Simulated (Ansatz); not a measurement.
# Energy landscape near a K2Rh2O5 structure

Level of theory: DFT PBEsol, scalar-relativistic, plane waves, PAW (Ansatz).

Plane waves to 420 eV, a k mesh through Γ of 10×10×4 on the computed 9-atom cell and Gaussian smearing (0.10 eV); collinear spin from starting moments 0 0 0.23 0.23 0 0 0 0 0 μB.

Reference cell:

```
K Rh O
1.0
     3.85818    0.00000    0.00000
     0.00000    3.85818    0.00000
     0.00000    0.00000    8.44059
K Rh O
2 2 5
Direct
  0.00000 0.00000 0.00000
  0.00000 0.00000 0.50000
  0.50000 0.50000 0.73714
  0.50000 0.50000 0.26286
  0.00000 0.50000 0.76781
  0.00000 0.50000 0.23219
  0.50000 0.50000 0.50000
  0.50000 0.00000 0.76781
  0.50000 0.00000 0.23219
```

Each variant moves atoms of this cell by the vectors given, if any (Å), and then applies a symmetric strain (tensor components, Cartesian axes). The reference cell isn't relaxed at this level. Energies are per atom at zero smearing, counted from the lowest variant. Pressure is positive in compression.

1. strain (xx yy zz yz xz xy, %) 2.81 2.81 4.31 0.00 0.00 0.00; moves: Rh3 (0.000, 0.000, -0.079); Rh4 (0.000, 0.000, 0.079); O5 (0.000, 0.000, 0.139); O6 (0.000, 0.000, -0.139); O8 (0.000, 0.000, 0.139); O9 (0.000, 0.000, -0.139)
2. strain (xx yy zz yz xz xy, %) 5.03 5.03 2.03 0.00 0.00 0.00; moves: Rh3 (0.000, 0.000, -0.026); Rh4 (0.000, 0.000, 0.026); O5 (0.000, 0.000, 0.224); O6 (0.000, 0.000, -0.224); O8 (0.000, 0.000, 0.224); O9 (0.000, 0.000, -0.224)
3. strain (xx yy zz yz xz xy, %) -2.70 -2.70 -1.20 0.00 0.00 0.00; moves: Rh3 (0.000, 0.000, -0.209); Rh4 (0.000, 0.000, 0.209); O5 (0.000, 0.000, 0.025); O6 (0.000, 0.000, -0.025); O8 (0.000, 0.000, 0.025); O9 (0.000, 0.000, -0.025)

| variant | ΔE (meV/atom) | P (GPa) | largest force (eV/Å) | gap on mesh (eV) | space group | moment (μB/cell) |
| --- | --- | --- | --- | --- | --- | --- |
| 1 | 6.2 | -11.93 | 1.11 | 0 | P4/mmm | 2.32 |
| 2 | ? | ? | ? | ? | ? | ? |
| 3 | 0.0 | 11.73 | 5.10 | 0 | P4/mmm | 1.69 |

Q: Give the withheld rows.

A:
| variant | ΔE (meV/atom) | P (GPa) | largest force (eV/Å) | gap on mesh (eV) | space group | moment (μB/cell) |
| --- | --- | --- | --- | --- | --- | --- |
| 2 | 85.3 | -14.54 | 1.37 | 0 | P4/mmm | 2.59 |

Cost: 3 runs of about 5.5 core-minutes in all, on Arm Neoverse V1 (shared hosts).